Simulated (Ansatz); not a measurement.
Run on HfN (rocksalt type): DFT, LDA, PAW with Ansatz's default frozen-core files, scalar-relativistic (Ansatz 0.2.0). This run: cell relaxed at zero pressure.

The start is a guessed cell of a prototype that needn't be stable.

Command: `ansatz run input.yaml --threads 1 --pin off --max-ram 2048MiB --backend cpu --events-out ev --progress --plain --runs-dir out` It took 25 s on 1 thread of Arm Neoverse V2, with other jobs on the host, peak memory 0.34 GiB.

```yaml
crystal:
  lattice:
    - [0.0, 2.15443469, 2.15443469]
    - [2.15443469, 0.0, 2.15443469]
    - [2.15443469, 2.15443469, 0.0]
  atoms:
    - { symbol: Hf, position: [0.0, 0.0, 0.0] }
    - { symbol: "N", position: [0.5, 0.5, 0.5] }
kpoints:
  mp_grid: { grid: [15, 15, 15] }
scf:
  occupations: { method: fermi_dirac, width: 0.1 }
hamiltonian:
  xc: lda
  pseudopotentials: { kind: paw }
output:
  forces: true
  stress: true
  write_density: true
  write_potential: true
  elf: true
  volumetric_format: npy
relax:
  f_tol: 0.005
  max_steps: 40
  cell: {}
```

Output:

```
Engine: ansatz 0.2.0
Pseudopotentials: kind: paw
Pseudopotential: Hf, paw, valence charge 26, recommended cutoff 420 eV (normal), Hf.paw.azcp
Pseudopotential: N, paw, valence charge 5, recommended cutoff 420 eV (normal), N.paw.azcp
Functional definition: SPW92
  exchange = slater_x
  correlation = pw_c
Crystal: 2 atoms, lattice volume = 20.000 Å³
Basis set: ecut = 420 eV, 387 PW (Γ)
Bands: 20, of which v1, the nominal top of the filled ones, is band 16 counted from 1 (15 counted from 0)
Symmetry: 48 space group operations
Space group: Fm-3m (ITA 225), of the structure as read, at distance tolerance 2.7e-5 Å
k-points: 120 of 3375
Non-local potential: Hf, projectors of the file, l = 0: 3, l = 1: 2, l = 2: 2, l = 3: 3
Non-local potential: N, projectors of the file, l = 0: 2, l = 1: 2, l = 2: 1
PAW form: soft (Blöchl's): semilocal exchange-correlation on the pseudo side does not see the compensation charge
PAW frozen core: Hf, regenerated for the run's functional, and the local potential with it (the file was generated under x = pbe(κ = 0.804, μ = 0.2195149727645171), c = pbe(β = 0.06672455060314922))
PAW frozen core: N, regenerated for the run's functional, and the local potential with it (the file was generated under x = pbe(κ = 0.804, μ = 0.2195149727645171), c = pbe(β = 0.06672455060314922))
PAW one-centre angular grid: Hf, 590 points (default); XC on 64 Gauss nodes
PAW one-centre angular grid: N, 110 points (default); XC on 64 Gauss nodes
Initial density: superposition of atomic densities (neutral atoms: chi_scale 0, normalization atom), corrected by the library's trained network
Initial wavefunctions: pseudopotential atomic-orbital guess
Functional: x = slater, c = lda
SCF iter   1: F=—  HF=-15854.393910 eV  |F-HF|=—  |Δ(HF+E_count)|=         —  Δρ=1.21e-2  dr2=2.83e-2  ethr=1.77e-3  ⟨swp⟩=5.3  Hψ=10878  notcnv=0
preconditioner: auto → Kerker (q_TF=auto, 2.935 Å⁻¹)  [metal: Δε(μ)=0.063 eV  Ē_g=19.728 eV  σ=0.100 eV  W_gap=0.15  n_scr=14 (ndim 8)  ℏωp=44.7 eV  f_vac=0.000  D(μ)=0.52/eV (n_scr^D=0)]
SCF iter   2: F=—  HF=-15854.386498 eV  |F-HF|=—  |Δ(HF+E_count)|=   7.41e-3  Δρ=4.25e-3  dr2=2.36e-3  ethr=9.12e-5  ⟨swp⟩=1.2  Hψ=3397  notcnv=0
SCF iter   3: F=—  HF=-15854.385998 eV  |F-HF|=—  |Δ(HF+E_count)|=   5.00e-4  Δρ=1.76e-3  dr2=3.01e-4  ethr=7.61e-6  ⟨swp⟩=2.0  Hψ=3520  notcnv=0
SCF iter   4: F=—  HF=-15854.385887 eV  |F-HF|=—  |Δ(HF+E_count)|=   1.11e-4  Δρ=8.51e-4  dr2=5.66e-5  ethr=9.72e-7  ⟨swp⟩=2.2  Hψ=4121  notcnv=0
SCF iter   5: F=—  HF=-15854.385877 eV  |F-HF|=—  |Δ(HF+E_count)|=   1.09e-5  Δρ=1.55e-4  dr2=2.04e-6  ethr=1.83e-7  ⟨swp⟩=2.0  Hψ=3375  notcnv=0
SCF iter   6: F=—  HF=-15854.385877 eV  |F-HF|=—  |Δ(HF+E_count)|=   3.25e-7  Δρ=2.30e-5  dr2=4.72e-8  ethr=3.23e-10  ⟨swp⟩=7.3  Hψ=17817  notcnv=0
SCF iter   7: F=-15854.385877 eV  HF=-15854.385877 eV  |F-HF|=1.14e-8  |Δ(HF+E_count)|=   2.23e-7  Δρ=6.38e-6  dr2=7.16e-9  ethr=1.52e-10  ⟨swp⟩=9.4  Hψ=16322  notcnv=0
SCF 1 converged in 7 iterations: F = -15854.385877 eV  dr2 = 7.16e-9
  Residual-converged pass: ⟨swp⟩=1.1  Hψ=2890  notcnv=0  max |occ|·‖R‖ = 7.1e-9 eV (tolerance 1.0e-8 eV)  dr2=7.16e-9  dr2_onsite=1.71e-8  max |Δocc| = 1.3e-10
  greatest PAW one-centre occupation: 0.998 electrons in one spin orbital (limit 2), on the Hf atom at site 0 (counted from 0), in its partial waves of l = 3
relax step   1: F+E_penalty+E_count = -15854.38587668 eV  Δ(F+E_penalty+E_count) = +0.000e0 eV  max|allowed force component| = 8.940e-30 eV/Å  Δτ_max = 0.0000 Å  P = +41.376 GPa  Ω = 20.000 Å³  (7 SCF iters, dr2 threshold 1.00e-7 eV, accepted)
Crystal: 2 atoms, lattice volume = 22.875 Å³
Basis set: ecut = 420 eV, 459 PW (Γ)
Initial density: handed on by an earlier stage of this run
Initial wavefunctions: those handed on with the density
iter 1 solved again at ethr=4.11e-4 eV; its pass at ethr=3.10e-3 eV (dr2=1.27e-1 eV) is discarded
SCF iter   1: F=—  HF=-15854.650947 eV  |F-HF|=—  |Δ(HF+E_count)|=         —  Δρ=2.37e-2  dr2=1.29e-1  ethr=4.11e-4  ⟨swp⟩=2.0  Hψ=14149  notcnv=0
preconditioner: auto → Kerker (q_TF=auto, 2.870 Å⁻¹)  [metal: Δε(μ)=0.064 eV  Ē_g=19.100 eV  σ=0.100 eV  W_gap=0.16  n_scr=14 (ndim 8)  ℏωp=41.8 eV  f_vac=0.000  D(μ)=0.60/eV (n_scr^D=0)]
SCF iter   2: F=—  HF=-15854.620408 eV  |F-HF|=—  |Δ(HF+E_count)|=   3.05e-2  Δρ=4.55e-3  dr2=4.86e-3  ethr=4.11e-4  ⟨swp⟩=2.1  Hψ=3949  notcnv=0
SCF iter   3: F=—  HF=-15854.619821 eV  |F-HF|=—  |Δ(HF+E_count)|=   5.87e-4  Δρ=2.37e-3  dr2=1.16e-3  ethr=1.57e-5  ⟨swp⟩=2.1  Hψ=4637  notcnv=0
SCF iter   4: F=—  HF=-15854.619818 eV  |F-HF|=—  |Δ(HF+E_count)|=   2.68e-6  Δρ=1.64e-3  dr2=6.14e-4  ethr=3.73e-6  ⟨swp⟩=2.0  Hψ=3877  notcnv=0
SCF iter   5: F=—  HF=-15854.619576 eV  |F-HF|=—  |Δ(HF+E_count)|=   2.42e-4  Δρ=2.84e-4  dr2=2.02e-5  ethr=1.98e-6  ⟨swp⟩=2.0  Hψ=3659  notcnv=0
SCF iter   6: F=—  HF=-15854.619612 eV  |F-HF|=—  |Δ(HF+E_count)|=   3.69e-5  Δρ=1.49e-4  dr2=3.83e-6  ethr=6.53e-8  ⟨swp⟩=2.0  Hψ=4307  notcnv=0
SCF iter   7: F=—  HF=-15854.619612 eV  |F-HF|=—  |Δ(HF+E_count)|=   7.76e-7  Δρ=3.24e-5  dr2=1.43e-7  ethr=6.45e-10  ⟨swp⟩=7.1  Hψ=18379  notcnv=0
SCF iter   8: F=-15854.619612 eV  HF=-15854.619612 eV  |F-HF|=4.82e-10  |Δ(HF+E_count)|=   1.04e-7  Δρ=5.19e-6  dr2=3.10e-9  ethr=4.61e-10  ⟨swp⟩=9.4  Hψ=16970  notcnv=0
SCF 2 converged in 8 iterations: F = -15854.619612 eV  dr2 = 3.10e-9
relax step   2: F+E_penalty+E_count = -15854.61961157 eV  Δ(F+E_penalty+E_count) = -2.337e-1 eV  max|allowed force component| = 3.829e-30 eV/Å  Δτ_max = 0.0000 Å  P = -8.383 GPa  Ω = 22.875 Å³  energy of the carried Pulay correction = -1.374e-2 eV  (8 SCF iters, dr2 threshold 2.00e-7 eV, accepted)
Crystal: 2 atoms, lattice volume = 22.334 Å³
Basis set: ecut = 420 eV, 411 PW (Γ)
iter 1 solved again at ethr=8.99e-6 eV; its pass at ethr=3.10e-3 eV (dr2=2.79e-3 eV) is discarded
SCF iter   1: F=—  HF=-15854.639372 eV  |F-HF|=—  |Δ(HF+E_count)|=         —  Δρ=3.62e-3  dr2=2.82e-3  ethr=8.99e-6  ⟨swp⟩=1.5  Hψ=13326  notcnv=0
preconditioner: auto → Kerker (q_TF=auto, 2.882 Å⁻¹)  [metal: Δε(μ)=0.019 eV  Ē_g=19.123 eV  σ=0.100 eV  W_gap=0.05  n_scr=14 (ndim 8)  ℏωp=42.3 eV  f_vac=0.000  D(μ)=0.59/eV (n_scr^D=0)]
[... lines left out ...]
preconditioner: auto → Kerker (q_TF=auto, 2.882 Å⁻¹)  [metal: Δε(μ)=0.017 eV  Ē_g=19.142 eV  σ=0.100 eV  W_gap=0.04  n_scr=14 (ndim 8)  ℏωp=42.3 eV  f_vac=0.000  D(μ)=0.59/eV (n_scr^D=0)]
SCF iter   2: F=—  HF=-15854.656457 eV  |F-HF|=—  |Δ(HF+E_count)|=   2.14e-6  Δρ=1.79e-5  dr2=5.64e-8  ethr=6.72e-10  ⟨swp⟩=2.0  Hψ=4176  notcnv=0
SCF iter   3: F=—  HF=-15854.656457 eV  |F-HF|=—  |Δ(HF+E_count)|=   1.66e-8  Δρ=1.30e-5  dr2=3.35e-8  ethr=1.82e-10  ⟨swp⟩=2.0  Hψ=3240  notcnv=0
SCF iter   4: F=—  HF=-15854.656457 eV  |F-HF|=—  |Δ(HF+E_count)|=   1.10e-8  Δρ=2.66e-6  dr2=1.40e-9  ethr=1.08e-10  ⟨swp⟩=2.1  Hψ=4188  notcnv=0
SCF iter   5: F=—  HF=-15854.656457 eV  |F-HF|=—  |Δ(HF+E_count)|=  1.49e-10  Δρ=6.39e-7  dr2=8.74e-11  ethr=4.51e-12  ⟨swp⟩=2.0  Hψ=4239  notcnv=0
SCF iter   6: F=—  HF=-15854.656457 eV  |F-HF|=—  |Δ(HF+E_count)|=  2.73e-11  Δρ=2.06e-7  dr2=4.94e-12  ethr=1.00e-12  ⟨swp⟩=5.9  Hψ=11426  notcnv=0
SCF iter   7: F=-15854.656457 eV  HF=-15854.656457 eV  |F-HF|=1.82e-12  |Δ(HF+E_count)|=  1.82e-12  Δρ=6.23e-8  dr2=4.13e-13  ethr=1.00e-12  ⟨swp⟩=5.0  Hψ=10217  notcnv=0
SCF 8 converged in 7 iterations: F = -15854.656457 eV  dr2 = 4.13e-13
relax step   8: F+E_penalty+E_count = -15854.65645723 eV  Δ(F+E_penalty+E_count) = -2.508e-4 eV  max|allowed force component| = 2.498e-30 eV/Å  Δτ_max = 0.0000 Å  P = +0.026 GPa  Ω = 22.302 Å³  stress off target by 2.55e-2 GPa  SCF on the basis re-selected at this cell (its energy is not comparable with the rows above)  (7 SCF iters)
basis re-selected at this cell: Δ(F+E_penalty+E_count) = -2.508e-4 eV, ΔP = +0.006 GPa vs the last step (what re-selecting the basis moved, of the pressure what is left beyond the Pulay correction that the steps carried, after the strain that the cell walked since its last selection, with what the two solves' SCF thresholds leave and, on support functions, any second-order correction that the steps lacked; it is no measure of the basis error at this ecutwfc). This SCF's stress stands 2.55e-2 GPa from its target on what of the cell is left free (relax.cell.stress_tol is 5.00e-2 GPa) and its largest allowed force component is 2.50e-30 eV/Å (relax.f_tol is 5.00e-3 eV/Å): within both
SCF converged after 7 iterations
Free energy (F): -15854.656457 eV
Harris-Foulkes:  -15854.656457 eV  (|F-HF|=1.82e-12)
Internal energy: -15854.637146 eV  (E = F + TS)
E sigma→0 (E₀):  -15854.646802 eV
Entropy (-TS):   -0.019311 eV (-9.656 meV/atom)
Fermi energy:    24.301336 eV
--- Per-component energies (eV) ---
  E_band       = 197.791577
  E_kinetic    = 559.429843
  E_local      = -4640.069392  (includes V_loc(G=0)·N_el)
  E_nonlocal   = -1185.132751
  E_hartree    = 2207.713471
  E_xc         = -359.379218
  E_vxc        = -345.771970  (∫ρ·V_xc dr)
  E_paw        = -6804.362190  (= ΣΔE_a)
  E_vpaw       = 1393.908816  (= ΣTr[D̂ρ^β])
  E_aug_tail   = 0.000092  (compensation charges beyond the density's cutoff)
  E_ewald      = -5635.374287
  E_core_change = 2.537287  (= ΣΔE_core)
  E_smearing   = -0.019311  (= −TS)
  E_closure    = -0.000000  (closes the sum)
  Σ components = -15854.656457   (vs F -15854.656457, Δ=0.00e0)
--- Forces (eV/Å), atoms counted from 1 ---
  atom   1  Hf    -0.00000000    -0.00000000     0.00000000
  atom   2  N      0.00000000    -0.00000000     0.00000000
  max |Σ_I F_I| component: 4.47e-30 eV/Å
--- Stress (GPa, compression-positive) ---
        0.025519       0.000000      -0.000000
       -0.000000       0.025519      -0.000000
       -0.000000      -0.000000       0.025519
  P = ⅓ Tr σ = 0.0255 GPa (0.255 kbar)
--- Band table (eV; the first three rows and the last of 120) ---
  k-point 0: bands = ["-38.2789", "-6.6667", "-6.6667", "-6.6667", "6.8220", "11.7363", "11.7363", "11.7363", "11.7762", "11.8871", "11.8871", "11.8871", "21.3979", "21.3979", "21.3979", "23.8639", "23.8639", "23.8639", "26.2642", "26.2642"]
  k-point 1: bands = ["-38.2758", "-6.7193", "-6.6709", "-6.6709", "6.9323", "11.7370", "11.7405", "11.7405", "11.7787", "11.8835", "11.8835", "11.8873", "20.9243", "21.1002", "21.1002", "24.0190", "24.0276", "24.0276", "26.6353", "26.6353"]
  k-point 2: bands = ["-38.2669", "-6.8647", "-6.6828", "-6.6828", "7.2460", "11.7410", "11.7526", "11.7526", "11.7860", "11.8736", "11.8736", "11.8877", "19.9015", "20.4423", "20.4423", "24.2799", "24.4470", "24.4470", "27.5739", "27.5739"]
  k-point 119: bands = ["-38.1829", "-7.3229", "-7.2888", "-7.0403", "8.5976", "11.7920", "11.8102", "11.8112", "11.8338", "11.8366", "11.8634", "11.9089", "17.9761", "18.8070", "18.8595", "25.0900", "25.8858", "29.9534", "30.2204", "30.7702"]
--- Relaxed structure (6 steps of the walk, 6 accepted, 2 SCFs on fresh bases) ---
  F+E_penalty+E_count = -15854.65645723 eV   max|allowed force component| = 2.498e-30 eV/Å   (the final SCF, on the basis selected at the relaxed cell)
  cell:  # Å, volume = 22.3019 Å³
    - [1.9317431075384832e-32, 2.234108561349907, 2.234108561349907]
    - [2.234108561349907, 1.8400463284214673e-32, 2.234108561349907]
    - [2.234108561349907, 2.234108561349907, 1.2432508722295206e-32]
  atoms:
    - { symbol: Hf, position: [-1.3967773319267377e-35, 2.0486067534912985e-35, 4.097213506981655e-35] }
    - { symbol: N, position: [0.5, 0.5, 0.5] }
```

Next run (the series' base cell), as changes to the input before:

```diff
   lattice:
-    - [0.0, 2.15443469, 2.15443469]
-    - [2.15443469, 0.0, 2.15443469]
-    - [2.15443469, 2.15443469, 0.0]
+    - [0.0, 2.2341085613, 2.2341085613]
+    - [2.2341085613, 0.0, 2.2341085613]
+    - [2.2341085613, 2.2341085613, 0.0]
   atoms:
   mp_grid: { grid: [15, 15, 15] }
+  band_path:
+    path:
+      - [0.0, 0.0, 0.0]
+      - [0.5, 0.0, 0.5]
+      - [0.625, 0.25, 0.625]
+      - [0.375, 0.375, 0.75]
+      - [0.0, 0.0, 0.0]
+      - [0.5, 0.5, 0.5]
+      - [0.5, 0.25, 0.75]
+      - [0.5, 0.0, 0.5]
+    npoints: 8
 scf:
   stress: true
-  write_density: true
-  write_potential: true
-  elf: true
-  volumetric_format: npy
-relax:
-  f_tol: 0.005
-  max_steps: 40
-  cell: {}
+  eigenvalues: true
+  populations: true
+  dos: { projected: true, de: 0.2, e_range: [-14, 8] }
```

Results part of the output:

```
SCF 1 converged in 6 iterations: F = -15854.656457 eV  dr2 = 5.70e-9
  greatest PAW one-centre occupation: 0.998 electrons in one spin orbital (limit 2), on the Hf atom at site 0 (counted from 0), in its partial waves of l = 3
NSCF: frozen V_eff on 57 k-points
SCF converged after 6 iterations
Free energy (F): -15854.656457 eV
Harris-Foulkes:  -15854.656457 eV  (|F-HF|=2.04e-9)
Internal energy: -15854.637146 eV  (E = F + TS)
E sigma→0 (E₀):  -15854.646802 eV
Entropy (-TS):   -0.019311 eV (-9.656 meV/atom)
Fermi energy:    24.301303 eV
--- Per-component energies (eV) ---
  E_band       = 197.787195
  E_kinetic    = 559.430153
  E_local      = -4640.072129  (includes V_loc(G=0)·N_el)
  E_nonlocal   = -1185.134811
  E_hartree    = 2207.715796
  E_xc         = -359.379277
  E_vxc        = -345.772028  (∫ρ·V_xc dr)
  E_paw        = -6804.359970  (= ΣΔE_a)
  E_vpaw       = 1393.905618  (= ΣTr[D̂ρ^β])
  E_aug_tail   = 0.000092  (compensation charges beyond the density's cutoff)
  E_ewald      = -5635.374287
  E_core_change = 2.537287  (= ΣΔE_core)
  E_smearing   = -0.019311  (= −TS)
  E_closure    = -0.000000  (closes the sum)
  Σ components = -15854.656457   (vs F -15854.656457, Δ=0.00e0)
--- Forces (eV/Å), atoms counted from 1 ---
  atom   1  Hf    -0.00000000     0.00000000    -0.00000000
  atom   2  N      0.00000000    -0.00000000    -0.00000000
  max |Σ_I F_I| component: 4.08e-30 eV/Å
--- Stress (GPa, compression-positive) ---
        0.024897       0.000000       0.000000
       -0.000000       0.024897       0.000000
       -0.000000       0.000000       0.024897
  P = ⅓ Tr σ = 0.0249 GPa (0.249 kbar)
--- Band table (eV; the first three rows and the last of 120) ---
  k-point 0: bands = ["-38.2790", "-6.6668", "-6.6668", "-6.6668", "6.8220", "11.7360", "11.7360", "11.7360", "11.7760", "11.8869", "11.8869", "11.8869", "21.3979", "21.3979", "21.3979", "23.8639", "23.8639", "23.8639", "26.2641", "26.2641"]
  k-point 1: bands = ["-38.2759", "-6.7194", "-6.6710", "-6.6710", "6.9323", "11.7368", "11.7402", "11.7402", "11.7785", "11.8833", "11.8833", "11.8870", "20.9242", "21.1001", "21.1001", "24.0190", "24.0276", "24.0276", "26.6352", "26.6352"]
  k-point 2: bands = ["-38.2671", "-6.8648", "-6.6829", "-6.6829", "7.2459", "11.7408", "11.7524", "11.7524", "11.7858", "11.8734", "11.8734", "11.8874", "19.9015", "20.4422", "20.4422", "24.2799", "24.4469", "24.4469", "27.5738", "27.5738"]
  k-point 119: bands = ["-38.1830", "-7.3230", "-7.2889", "-7.0404", "8.5975", "11.7917", "11.8100", "11.8110", "11.8336", "11.8364", "11.8632", "11.9087", "17.9761", "18.8070", "18.8595", "25.0900", "25.8858", "29.9533", "30.2204", "30.7701"]
--- Löwdin populations: 2 sites ---
  site symbol       q [e]
     0     Hf     25.3307
     1      N      5.6165
  spilling = 0.001702 (of n_electrons = 31.000000)
```

Next run (volume at 0.94 of the series' base cell), as changes to the input before:

```diff
   lattice:
-    - [0.0, 2.2341085613, 2.2341085613]
-    - [2.2341085613, 0.0, 2.2341085613]
-    - [2.2341085613, 2.2341085613, 0.0]
+    - [0.0, 2.1885017121, 2.1885017121]
+    - [2.1885017121, 0.0, 2.1885017121]
+    - [2.1885017121, 2.1885017121, 0.0]
   atoms:
   mp_grid: { grid: [15, 15, 15] }
-  band_path:
-    path:
-      - [0.0, 0.0, 0.0]
-      - [0.5, 0.0, 0.5]
-      - [0.625, 0.25, 0.625]
-      - [0.375, 0.375, 0.75]
-      - [0.0, 0.0, 0.0]
-      - [0.5, 0.5, 0.5]
-      - [0.5, 0.25, 0.75]
-      - [0.5, 0.0, 0.5]
-    npoints: 8
 scf:
   populations: true
-  dos: { projected: true, de: 0.2, e_range: [-14, 8] }
```

Results part of the output:

```
SCF 1 converged in 6 iterations: F = -15854.572126 eV  dr2 = 3.01e-8
  greatest PAW one-centre occupation: 0.998 electrons in one spin orbital (limit 2), on the Hf atom at site 0 (counted from 0), in its partial waves of l = 3
SCF converged after 6 iterations
Free energy (F): -15854.572126 eV
Harris-Foulkes:  -15854.572126 eV  (|F-HF|=3.51e-8)
Internal energy: -15854.554083 eV  (E = F + TS)
E sigma→0 (E₀):  -15854.563104 eV
Entropy (-TS):   -0.018043 eV (-9.021 meV/atom)
Fermi energy:    25.892231 eV
--- Per-component energies (eV) ---
  E_band       = 249.443864
  E_kinetic    = 564.941992
  E_local      = -4461.833839  (includes V_loc(G=0)·N_el)
  E_nonlocal   = -1184.179132
  E_hartree    = 2143.773228
  E_xc         = -361.136133
  E_vxc        = -348.034599  (∫ρ·V_xc dr)
  E_paw        = -6805.846019  (= ΣΔE_a)
  E_vpaw       = 1390.990155  (= ΣTr[D̂ρ^β])
  E_aug_tail   = 0.000091  (compensation charges beyond the density's cutoff)
  E_ewald      = -5752.811557
  E_core_change = 2.537287  (= ΣΔE_core)
  E_smearing   = -0.018043  (= −TS)
  E_closure    = 0.000000  (closes the sum)
  Σ components = -15854.572126   (vs F -15854.572126, Δ=0.00e0)
--- Forces (eV/Å), atoms counted from 1 ---
  atom   1  Hf    -0.00000000    -0.00000000     0.00000000
  atom   2  N      0.00000000    -0.00000000    -0.00000000
  max |Σ_I F_I| component: 7.36e-30 eV/Å
--- Stress (GPa, compression-positive) ---
       21.293187       0.000000       0.000000
        0.000000      21.293187      -0.000000
       -0.000000       0.000000      21.293187
  P = ⅓ Tr σ = 21.2932 GPa (212.932 kbar)
--- Band table (eV; the first three rows and the last of 120) ---
  k-point 0: bands = ["-36.5229", "-4.8706", "-4.8706", "-4.8706", "8.0461", "13.5108", "13.5108", "13.5108", "13.5659", "13.7017", "13.7017", "13.7017", "22.9460", "22.9460", "22.9460", "25.3994", "25.3994", "25.3994", "27.9953", "27.9953"]
  k-point 1: bands = ["-36.5188", "-4.9377", "-4.8757", "-4.8757", "8.1727", "13.5111", "13.5160", "13.5160", "13.5689", "13.6973", "13.6973", "13.7019", "22.4572", "22.6190", "22.6190", "25.5762", "25.5771", "25.5771", "28.4018", "28.4018"]
  k-point 2: bands = ["-36.5070", "-5.1222", "-4.8898", "-4.8898", "8.5309", "13.5137", "13.5310", "13.5310", "13.5776", "13.6851", "13.6851", "13.7024", "21.3980", "21.9018", "21.9018", "25.8774", "26.0291", "26.0291", "29.4232", "29.4232"]
  k-point 119: bands = ["-36.3943", "-5.6834", "-5.6425", "-5.3368", "9.9430", "13.5796", "13.6076", "13.6077", "13.6369", "13.6403", "13.6735", "13.7205", "19.3292", "20.3326", "20.3469", "26.7382", "27.5853", "32.0290", "32.4672", "32.9707"]
--- Löwdin populations: 2 sites ---
  site symbol       q [e]
     0     Hf     25.3676
     1      N      5.5819
  spilling = 0.001630 (of n_electrons = 31.000000)
```

Next run (volume at 0.88 of the series' base cell), as changes to the input before:

```diff
   lattice:
-    - [0.0, 2.1885017121, 2.1885017121]
-    - [2.1885017121, 0.0, 2.1885017121]
-    - [2.1885017121, 2.1885017121, 0.0]
+    - [0.0, 2.1409104247, 2.1409104247]
+    - [2.1409104247, 0.0, 2.1409104247]
+    - [2.1409104247, 2.1409104247, 0.0]
   atoms:
```

Results part of the output:

```
SCF 1 converged in 6 iterations: F = -15854.278705 eV  dr2 = 4.21e-8
  greatest PAW one-centre occupation: 0.998 electrons in one spin orbital (limit 2), on the Hf atom at site 0 (counted from 0), in its partial waves of l = 3
SCF converged after 6 iterations
Free energy (F): -15854.278705 eV
Harris-Foulkes:  -15854.278705 eV  (|F-HF|=8.41e-8)
Internal energy: -15854.261904 eV  (E = F + TS)
E sigma→0 (E₀):  -15854.270305 eV
Entropy (-TS):   -0.016801 eV (-8.401 meV/atom)
Fermi energy:    27.677200 eV
--- Per-component energies (eV) ---
  E_band       = 307.157590
  E_kinetic    = 571.418335
  E_local      = -4269.394402  (includes V_loc(G=0)·N_el)
  E_nonlocal   = -1183.028185
  E_hartree    = 2075.648342
  E_xc         = -363.137651
  E_vxc        = -350.607848  (∫ρ·V_xc dr)
  E_paw        = -6807.612257  (= ΣΔE_a)
  E_vpaw       = 1387.467313  (= ΣTr[D̂ρ^β])
  E_aug_tail   = 0.000091  (compensation charges beyond the density's cutoff)
  E_ewald      = -5880.693464
  E_core_change = 2.537287  (= ΣΔE_core)
  E_smearing   = -0.016801  (= −TS)
  E_closure    = -0.000000  (closes the sum)
  Σ components = -15854.278705   (vs F -15854.278705, Δ=0.00e0)
--- Forces (eV/Å), atoms counted from 1 ---
  atom   1  Hf    -0.00000000    -0.00000000     0.00000000
  atom   2  N      0.00000000    -0.00000000    -0.00000000
  max |Σ_I F_I| component: 1.18e-29 eV/Å
--- Stress (GPa, compression-positive) ---
       50.513606       0.000000       0.000000
       -0.000000      50.513606       0.000000
        0.000000       0.000000      50.513606
  P = ⅓ Tr σ = 50.5136 GPa (505.136 kbar)
--- Band table (eV; the first three rows and the last of 120) ---
  k-point 0: bands = ["-34.5783", "-2.8662", "-2.8662", "-2.8662", "9.4521", "15.4789", "15.4789", "15.4789", "15.5552", "15.7231", "15.7231", "15.7231", "24.7064", "24.7064", "24.7064", "27.1159", "27.1159", "27.1159", "29.9339", "29.9339"]
  k-point 1: bands = ["-34.5727", "-2.9527", "-2.8722", "-2.8722", "9.5992", "15.4783", "15.4852", "15.4852", "15.5588", "15.7176", "15.7176", "15.7233", "24.1953", "24.3434", "24.3434", "27.3101", "27.3101", "27.3198", "30.3828", "30.3828"]
  k-point 2: bands = ["-34.5567", "-3.1891", "-2.8892", "-2.8892", "10.0125", "15.4788", "15.5036", "15.5036", "15.5694", "15.7025", "15.7025", "15.7239", "23.0944", "23.5555", "23.5555", "27.6666", "27.7990", "27.7990", "31.5009", "31.5009"]
  k-point 119: bands = ["-34.4038", "-3.8807", "-3.8315", "-3.4534", "11.4738", "15.5630", "15.6056", "15.6069", "15.6436", "15.6479", "15.6895", "15.7384", "20.8627", "22.0527", "22.0849", "28.5896", "29.4925", "34.3617", "35.0064", "35.4515"]
--- Löwdin populations: 2 sites ---
  site symbol       q [e]
     0     Hf     25.4083
     1      N      5.5430
  spilling = 0.001570 (of n_electrons = 31.000000)
```

Spin–orbit coupling is left out, which matters for the heavy atoms. The PAW files were made under PBE.
